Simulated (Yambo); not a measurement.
Yambo run on RbCaH3 (cubic perovskite, space group Pm-3m, No. 221). The wavefunctions come from this Quantum ESPRESSO step (LDA, PseudoDojo standard norm-conserving files, scalar-relativistic):

```
&CONTROL
  calculation = 'nscf'
  pseudo_dir = './pseudo'
  outdir = './out'
/
&SYSTEM
  ibrav = 0
  nat = 5
  ntyp = 3
  ecutwfc = 74.0
  ecutrho = 296.0
  occupations = 'fixed'
  force_symmorphic = .true.
  nbnd = 165
/
&ELECTRONS
  conv_thr = 5e-09
  diago_full_acc = .true.
  diago_thr_init = 1e-08
/
ATOMIC_SPECIES
H 1.0080 H.upf
Ca 40.0780 Ca.upf
Rb 85.4678 Rb.upf
CELL_PARAMETERS angstrom
  4.520970000000   0.000000000000   0.000000000000
  0.000000000000   4.520970000000   0.000000000000
  0.000000000000   0.000000000000   4.520970000000
ATOMIC_POSITIONS crystal
H   0.500000000000   0.000000000000   0.500000000000
H   0.000000000000   0.500000000000   0.500000000000
H   0.500000000000   0.500000000000   0.000000000000
Ca   0.500000000000   0.500000000000   0.500000000000
Rb   0.000000000000   0.000000000000   0.000000000000
K_POINTS automatic
4 4 4 0 0 0
```

Yambo input:

```
rim_cut
gw0
dyson
el_el_corr
HF_and_locXC
ppa
em1d
RandQpts= 1000000
RandGvec= 1 Ry
EXXRLvcs= 74 Ry
VXCRLvcs= 296 Ry
Chimod= "HARTREE"
% BndsRnXp
 1 | 162 |
%
NGsBlkXp= 8 Ry
% LongDrXp
 1.0 | 1.0 | 1.0 |
%
PPAPntXp= 27.2114 eV
% GbndRnge
 1 | 162 |
%
GTermKind= "BG"
DysSolver= "n"
ExtendOut
% QPkrange
 1 | 1 | 11 | 12 |
 6 | 6 | 11 | 12 |
%
```

k points by index: 1 = Γ, 6 = M.

The o-*.qp file then holds:

```
#    K-point    Band    Eo [eV]    E [eV]    E-Eo [eV]    Vxc [eV]    Vnlxc [eV]    Sc|Eo [eV]    Sc|E [eV]    dSc/dw|Eo [eV]    Re(Z)    Im(Z)
#
    1    11    -0.401714    -1.854881    -1.453167    -10.66134    -14.05313    1.548549    1.938624    -7.303490    0.788391    -0.001898
    1    12    5.923117    7.868348    1.945231    -13.17515    -5.963775    -4.746701    -5.266144    -7.263708    0.789285    -0.004003
    6    11    0.000000    -1.641073    -1.641073    -10.61795    -14.20124    1.518987    1.942225    -7.017226    0.794986    -0.001726
    6    12    2.918158    3.994066    1.075908    -8.652605    -3.933411    -3.434649    -3.643286    -5.276073    0.837595    -0.001303
```
(The two width columns are left out.) Convergence of these settings isn't established.

Geometry of the Materials Project entry, not relaxed at this level.
